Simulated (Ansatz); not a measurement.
## Piezoelectric tensor of Be$_{3}$ZnTe$_{4}$

Computed with DFT PBE, scalar-relativistic, plane waves, PAW in Ansatz. Settings: 420 eV plane-wave cutoff, Γ-centred 6×6×6 mesh, fixed occupations. No spin polarisation.

Relaxed structure:
```xyz
8
Lattice="5.7956 0.0000 0.0000 0.0000 5.7956 0.0000 0.0000 0.0000 5.7956" Properties=species:S:1:pos:R:3 pbc="T T T"
Be    0.0000    2.8978    0.0000
Be    0.0000    0.0000    2.8978
Be    2.8978    0.0000    0.0000
Zn    2.8978    2.8978    2.8978
Te    1.3870    4.4086    4.4086
Te    1.3870    1.3870    1.3870
Te    4.4086    4.4086    1.3870
Te    4.4086    1.3870    4.4086
```

The cell was found from a structure generator's guess, not taken from experiment. Spin–orbit coupling is left out, which matters for heavy elements.

(1) Give the relaxed-ion proper piezoelectric stress tensor e_iJ (C/m², Voigt columns xx yy zz yz xz xy).

(2) With the elastic constants (GPa, Voigt order)
```
86.2 36.5 36.5  0.0  0.0  0.0
36.5 86.2 36.5  0.0  0.0  0.0
36.5 36.5 86.2  0.0  0.0  0.0
 0.0  0.0  0.0 42.4  0.0  0.0
 0.0  0.0  0.0  0.0 42.4  0.0
 0.0  0.0  0.0  0.0  0.0 42.4
```
find the strain coefficients d = e·C⁻¹ (pC/N).

Answers

(1)
```
x   0.000 0.000 0.000 0.188 0.000 0.000
y   0.000 0.000 0.000 0.000 0.188 0.000
z   0.000 0.000 0.000 0.000 0.000 0.188
```
Signs follow the orientation of the cell as given.

(2)
```
x   0.00 0.00 0.00 4.45 0.00 0.00
y   0.00 0.00 0.00 0.00 4.45 0.00
z   0.00 0.00 0.00 0.00 0.00 4.45
```
